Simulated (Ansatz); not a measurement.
ScB$_{12}$:
```xyz
13
Lattice="0.0000 3.6871 3.6871 3.6871 0.0000 3.6871 3.6871 3.6871 0.0000" Properties=species:S:1:pos:R:3 pbc="T T T"
Sc     0.0000     0.0000     0.0000
B      2.4391     4.9350     3.6871
B      4.9350     2.4391     3.6871
B      2.4391     2.4391     3.6871
B      4.9350     4.9350     3.6871
B      3.6871     2.4391     4.9350
B      3.6871     4.9350     2.4391
B      3.6871     2.4391     2.4391
B      3.6871     4.9350     4.9350
B      4.9350     3.6871     2.4391
B      2.4391     3.6871     4.9350
B      2.4391     3.6871     2.4391
B      4.9350     3.6871     4.9350
```

Relaxed with PBEsol.

### Question
Which orbitals make up the states near the Fermi level in plane-wave PAW PBEsol (Ansatz code)?

### Answer
Within 0.5 eV of the Fermi level: B 2p 66 %, Sc 3d 30 %. Projections are on Löwdin-orthogonalised atomic valence shells; empty p or d shells of many metals are not among them.

### Question
Tabulate the density of states.

### Answer
States/eV per cell of 13 atoms, in 0.25 eV bins, energy from the Fermi level.

| E (eV) | total | B 2p | Sc 3d | B 2s |
|---|---|---|---|---|
| -7.85 | 4.21 | 2.91 | 0.08 | 1.14 |
| -7.60 | 2.50 | 1.75 | 0.05 | 0.66 |
| -7.35 | 3.15 | 2.26 | 0.06 | 0.77 |
| -7.10 | 3.00 | 2.19 | 0.06 | 0.70 |
| -6.85 | 3.03 | 2.22 | 0.09 | 0.68 |
| -6.60 | 3.38 | 2.54 | 0.10 | 0.70 |
| -6.35 | 3.03 | 2.33 | 0.10 | 0.57 |
| -6.10 | 3.38 | 2.65 | 0.11 | 0.59 |
| -5.85 | 3.08 | 2.45 | 0.10 | 0.50 |
| -5.60 | 3.10 | 2.48 | 0.11 | 0.47 |
| -5.35 | 2.41 | 1.97 | 0.08 | 0.33 |
| -5.10 | 3.12 | 2.55 | 0.11 | 0.43 |
| -4.85 | 3.14 | 2.57 | 0.13 | 0.41 |
| -4.60 | 3.49 | 3.01 | 0.16 | 0.28 |
| -4.35 | 4.70 | 3.99 | 0.23 | 0.45 |
| -4.10 | 5.13 | 4.45 | 0.19 | 0.45 |
| -3.85 | 4.51 | 3.87 | 0.24 | 0.37 |
| -3.60 | 3.42 | 2.89 | 0.16 | 0.33 |
| -3.35 | 4.59 | 3.85 | 0.23 | 0.45 |
| -3.10 | 3.71 | 3.17 | 0.16 | 0.33 |
| -2.85 | 4.65 | 3.94 | 0.23 | 0.43 |
| -2.60 | 4.44 | 3.79 | 0.31 | 0.30 |
| -2.35 | 6.08 | 5.24 | 0.49 | 0.30 |
| -2.10 | 6.17 | 5.31 | 0.53 | 0.29 |
| -1.85 | 6.68 | 5.84 | 0.50 | 0.30 |
| -1.60 | 3.82 | 3.44 | 0.18 | 0.18 |
| -1.35 | 2.99 | 2.67 | 0.17 | 0.13 |
| -1.10 | 2.88 | 2.52 | 0.22 | 0.12 |
| -0.85 | 1.24 | 0.98 | 0.21 | 0.05 |
| -0.60 | 0.81 | 0.54 | 0.24 | 0.02 |
| -0.35 | 0.90 | 0.60 | 0.27 | 0.03 |
| -0.10 | 1.03 | 0.69 | 0.31 | 0.03 |
| 0.15 | 1.14 | 0.75 | 0.34 | 0.03 |
| 0.40 | 1.26 | 0.83 | 0.38 | 0.04 |
| 0.65 | 1.39 | 0.91 | 0.42 | 0.04 |
| 0.90 | 1.59 | 1.04 | 0.49 | 0.05 |
| 1.15 | 1.47 | 0.95 | 0.46 | 0.05 |
| 1.40 | 1.57 | 1.00 | 0.51 | 0.05 |
| 1.65 | 1.87 | 1.18 | 0.61 | 0.06 |
| 1.90 | 2.04 | 1.26 | 0.68 | 0.06 |
| 2.15 | 2.21 | 1.28 | 0.82 | 0.07 |
| 2.40 | 3.17 | 1.30 | 1.66 | 0.14 |
| 2.65 | 5.41 | 1.85 | 3.19 | 0.25 |
| 2.90 | 5.32 | 1.16 | 3.87 | 0.22 |
| 3.15 | 5.44 | 1.44 | 3.65 | 0.28 |
| 3.40 | 5.79 | 1.87 | 3.60 | 0.25 |
| 3.65 | 4.98 | 2.35 | 2.40 | 0.16 |
| 3.90 | 4.48 | 2.53 | 1.74 | 0.14 |
| 4.15 | 3.75 | 2.11 | 1.47 | 0.12 |
| 4.40 | 3.38 | 1.75 | 1.44 | 0.14 |
| 4.65 | 4.35 | 1.85 | 1.63 | 0.71 |

Space group Fm-3m. The workflow started from a Materials Project entry (that database holds measured and hypothetical structures alike); the Crystallography Open Database files this formula in space group No. 225, but the cells were not matched. Whether it is the stable phase at ambient conditions was not checked. The PBEsol relaxation kept the symmetry of its start. At this level the phase is dynamically unstable (imaginary phonons). The run is not spin-polarised.

Potentials: the later of the program's two PAW sets.
